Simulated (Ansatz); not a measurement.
Ansatz (a program for electronic structure) input:

Ansatz 0.2 input:
```yaml
crystal:
  lattice:
    - [3.9353273714, 0.0, 0.0]
    - [-1.9676636857, 3.4080934759, 0.0]
    - [0.0, 0.0, 6.1254956248]
  atoms:
    - { symbol: La, position: [0.6666666667, 0.3333333333, 0.7538872646] }
    - { symbol: La, position: [0.3333333333, 0.6666666667, 0.2461127354] }
    - { symbol: O, position: [0.6666666667, 0.3333333333, 0.3538565553] }
    - { symbol: O, position: [0.3333333333, 0.6666666667, 0.6461434447] }
    - { symbol: O, position: [0.0, 0.0, 0.0] }
kpoints:
  mp_grid: { grid: [7, 7, 4] }
hamiltonian:
  xc: r2scan
  pseudopotentials: { azcp: { folder: ./paw }, kind: paw }
scf:
  occupations: { method: fixed }
output:
  optics: { e_range: [0.0, 15.0], de: 0.05, sigma: 0.1, bands: { spectra_wanted_up_to: 12 eV } }
```

Output (shortened):

```
output.optics: the spectra are integrated over the Brillouin zone by k·p interpolation around the k-points, where levels, occupations, output.optics.sigma and …
Pseudopotential: La, paw, valence charge 11
Pseudopotential: O, paw, valence charge 6
Functional definition: r2SCAN
Crystal: 5 atoms, lattice volume = 82.155 Å³
Basis set: ecut = 500 eV, 2069 PW (Γ), exchange–correlation on 120×120×180 points (64 copies of the dense FFT grid, shifted against one another)
Bands: 25, of which v1, the nominal top of the filled ones, is band 20 counted from 1 (19 counted from 0)
Symmetry: 12 space group operations
Space group: P-3m1 (ITA 164), of the structure as read, at distance tolerance 4.3e-5 Å
k-points: 28 of 196
SCF iter   1: F=—  HF=-14245.664204 eV  |F-HF|=—  |Δ(HF+E_count)|=         —  Δρ=4.92e-2  dr2=1.64e0  dr2_τ=1.20e-1  ethr=3.10e-3  ⟨swp⟩=4.9  Hψ=2756  notcnv=0  defer=57
preconditioner: auto → Resta (q_TF=auto, 2.420 Å⁻¹)
SCF iter   2: F=—  HF=-14245.951194 eV  |F-HF|=—  |Δ(HF+E_count)|=   2.87e-1  Δρ=2.54e-2  dr2=6.81e-1  dr2_τ=3.36e-2  ethr=3.10e-3  ⟨swp⟩=4.1  Hψ=1463  notcnv=0  defer=59
SCF iter   3: F=—  HF=-14246.055631 eV  |F-HF|=—  |Δ(HF+E_count)|=   1.04e-1  Δρ=1.58e-2  dr2=2.04e-1  dr2_τ=1.39e-2  ethr=1.70e-3  ⟨swp⟩=2.2  Hψ=1233  notcnv=0  defer=58
SCF iter   4: F=—  HF=-14246.107318 eV  |F-HF|=—  |Δ(HF+E_count)|=   5.17e-2  Δρ=3.56e-3  dr2=1.16e-2  dr2_τ=5.91e-4  ethr=5.10e-4  ⟨swp⟩=4.9  Hψ=1529  notcnv=0  defer=77
SCF iter   5: F=—  HF=-14246.109444 eV  |F-HF|=—  |Δ(HF+E_count)|=   2.13e-3  Δρ=2.79e-3  dr2=5.26e-3  dr2_τ=5.69e-4  ethr=2.89e-5  ⟨swp⟩=4.2  Hψ=1402  notcnv=0  defer=81
SCF iter   6: F=—  HF=-14246.108571 eV  |F-HF|=—  |Δ(HF+E_count)|=   8.73e-4  Δρ=6.54e-4  dr2=3.64e-4  dr2_τ=2.92e-5  ethr=1.32e-5  ⟨swp⟩=3.1  Hψ=1318  notcnv=0  defer=81
SCF iter   7: F=—  HF=-14246.108617 eV  |F-HF|=—  |Δ(HF+E_count)|=   4.66e-5  Δρ=1.65e-4  dr2=2.10e-5  dr2_τ=1.56e-6  ethr=9.09e-7  ⟨swp⟩=2.1  Hψ=1239  notcnv=0  defer=80
SCF iter   8: F=—  HF=-14246.108620 eV  |F-HF|=—  |Δ(HF+E_count)|=   2.30e-6  Δρ=1.92e-5  dr2=3.42e-7  dr2_τ=1.62e-8  ethr=5.26e-8  ⟨swp⟩=2.0  Hψ=1161  notcnv=0  defer=74
SCF iter  12: F=-14246.108619 eV  HF=-14246.108619 eV  |F-HF|=1.27e-11  |Δ(HF+E_count)|=    0.00e0  Δρ=2.46e-8  dr2=4.48e-13  dr2_τ=3.04e-14  ethr=1.00e-12  ⟨swp⟩=16.1  Hψ=3478  notcnv=0
SCF 1 converged in 12 iterations: F = -14246.108619 eV  dr2 = 4.48e-13
NSCF: frozen V_eff on 28 k-points
Optics k sum: 0 of 28 k-points
Optics k sum: 2 of 28 k-points
Optics k sum: 3 of 28 k-points
Optics k sum: 5 of 28 k-points
Optics k sum: 6 of 28 k-points
Optics k sum: 7 of 28 k-points
Optics k sum: 9 of 28 k-points
Optics k sum: 10 of 28 k-points
Optics k sum: 12 of 28 k-points
Optics k sum: 13 of 28 k-points
Optics k sum: 14 of 28 k-points
Optics k sum: 16 of 28 k-points
Optics k sum: 17 of 28 k-points
Optics k sum: 19 of 28 k-points
Optics k sum: 20 of 28 k-points
Optics k sum: 21 of 28 k-points
Optics k sum: 23 of 28 k-points
Optics k sum: 24 of 28 k-points
Optics k sum: 26 of 28 k-points
Optics k sum: 27 of 28 k-points
Optics k sum: 28 of 28 k-points
Optics k sum: 0 of 28 k-points
Optics k sum: 2 of 28 k-points
Optics k sum: 3 of 28 k-points
Optics k sum: 5 of 28 k-points
Optics k sum: 6 of 28 k-points
Optics k sum: 7 of 28 k-points
Optics k sum: 9 of 28 k-points
Optics k sum: 10 of 28 k-points
Optics k sum: 12 of 28 k-points
Optics k sum: 13 of 28 k-points
Optics k sum: 14 of 28 k-points
Optics k sum: 16 of 28 k-points
Optics k sum: 17 of 28 k-points
Optics k sum: 19 of 28 k-points
Optics k sum: 20 of 28 k-points
Optics k sum: 21 of 28 k-points
Optics k sum: 23 of 28 k-points
Optics k sum: 24 of 28 k-points
Optics k sum: 26 of 28 k-points
Optics k sum: 27 of 28 k-points
Optics k sum: 28 of 28 k-points
NSCF: frozen V_eff on 28 k-points
Optics k sum: 0 of 28 k-points
Optics k sum: 2 of 28 k-points
Optics k sum: 3 of 28 k-points
Optics k sum: 5 of 28 k-points
Optics k sum: 6 of 28 k-points
Optics k sum: 7 of 28 k-points
Optics k sum: 9 of 28 k-points
Optics k sum: 10 of 28 k-points
Optics k sum: 12 of 28 k-points
Optics k sum: 13 of 28 k-points
Optics k sum: 14 of 28 k-points
Optics k sum: 16 of 28 k-points
Optics k sum: 17 of 28 k-points
Optics k sum: 19 of 28 k-points
Optics k sum: 20 of 28 k-points
Optics k sum: 21 of 28 k-points
Optics k sum: 23 of 28 k-points
Optics k sum: 24 of 28 k-points
Optics k sum: 26 of 28 k-points
Optics k sum: 27 of 28 k-points
Optics k sum: 28 of 28 k-points
Optics k sum: 0 of 28 k-points
Optics k sum: 2 of 28 k-points
Optics k sum: 3 of 28 k-points
Optics k sum: 5 of 28 k-points
Optics k sum: 6 of 28 k-points
Optics k sum: 7 of 28 k-points
Optics k sum: 9 of 28 k-points
Optics k sum: 10 of 28 k-points
Optics k sum: 12 of 28 k-points
Optics k sum: 13 of 28 k-points
Optics k sum: 14 of 28 k-points
Optics k sum: 16 of 28 k-points
Optics k sum: 17 of 28 k-points
Optics k sum: 19 of 28 k-points
Optics k sum: 20 of 28 k-points
Optics k sum: 21 of 28 k-points
Optics k sum: 23 of 28 k-points
Optics k sum: 24 of 28 k-points
Optics k sum: 26 of 28 k-points
Optics k sum: 27 of 28 k-points
Optics k sum: 28 of 28 k-points
NSCF: frozen V_eff on 1 k-points
NSCF: frozen V_eff on 1 k-points
NSCF: frozen V_eff on 1 k-points
NSCF: frozen V_eff on 1 k-points
output.optics: what the bands over the 50 summed would add to eps1, eps2 and the energy-loss function is held between a lower and an upper bound (17 Lanczos …
SCF converged after 12 iterations
Free energy (F): -14246.108619 eV
Harris-Foulkes:  -14246.108619 eV  (|F-HF|=1.27e-11)
Internal energy: -14246.108619 eV  (E = F + TS)
E sigma→0 (E₀):  -14246.108619 eV
Fermi energy:    9.302333 eV
--- Per-component energies (eV) ---
  E_band       = -36.955170
  E_kinetic    = 884.347593
  E_local      = -1499.653378  (includes V_loc(G=0)·N_el)
  E_nonlocal   = 326.421451
  E_hartree    = 561.294556
  E_xc         = -487.415241
  E_vxc        = -627.978606  (∫ρ·V_xc dr)
  E_paw        = -11370.598201  (= ΣΔE_a)
  E_vpaw       = -278.761419  (= ΣTr[D̂ρ^β])
  E_aug_tail   = 0.000786  (compensation charges beyond the density's cutoff)
  E_vtau       = 36.079298  (kinetic-family band-sum trace: ∫τ·v_τ [+ j·A + Jᵃ·Aᵃ] dr)
  E_ewald      = -2660.546807
  E_core_change = 0.040623  (= ΣΔE_core)
  E_smearing   =  0.000000  (= −TS)
  E_closure    = 0.000000  (closes the sum)
  Σ components = -14246.108619   (vs F -14246.108619, Δ=0.00e0)
  [band-id]    e_kinetic+e_local+e_nonlocal+2·e_hartree+e_vxc+e_vpaw+e_augmentation_tail+e_vtau = -36.955164   (vs E_band -36.955170, Δ=5.69e-6)
--- Band table (eV; the first three rows and the last of 28) ---
  k-point 0: bands = ["-21.3956", "-21.1422", "-8.4809", "-7.3731", "-6.8553", "-4.3901", "-4.3901", "-4.1622", "-4.1622", "-4.0823", "-3.4619", "6.9041", "6.9041", "7.0923", "7.0923", "7.2018", "7.6767", "8.9375", "8.9375", "9.1991", "14.0745", "14.4105", …
  k-point 1: bands = ["-21.3604", "-21.1799", "-8.4033", "-7.3690", "-6.9836", "-4.3613", "-4.3613", "-4.1919", "-4.1919", "-4.0187", "-3.4495", "6.6878", "6.6878", "6.8685", "7.2940", "7.2940", "8.0312", "8.9161", "8.9834", "8.9834", "14.2286", "14.4838", …
  k-point 2: bands = ["-21.2875", "-21.2553", "-8.3105", "-7.3794", "-7.1083", "-4.3139", "-4.3139", "-4.2402", "-4.2402", "-3.9616", "-3.4351", "6.5709", "6.5709", "6.6872", "7.3921", "7.3921", "8.3250", "8.5511", "9.0352", "9.0352", "14.5009", "14.5525", …
  k-point 27: bands = ["-21.1192", "-21.1116", "-8.9224", "-8.8367", "-7.2224", "-4.9323", "-4.4943", "-4.4201", "-4.0799", "-2.9946", "-2.9549", "6.8917", "7.1499", "7.5649", "7.8269", "8.0254", "8.7185", "8.8819", "8.9567", "9.2714", "14.0486", "14.5555", …
```

Cost: roughly 6 core-minutes on shared cores.

The r²SCAN relaxation kept the symmetry of its start; of distortions, only those at the zone centre were tested. Scalar-relativistic: spin–orbit coupling is off unless named, which matters more the heavier the elements.

Potentials: the earlier of the program's two PAW sets.

Ansatz is a plane-wave DFT program.
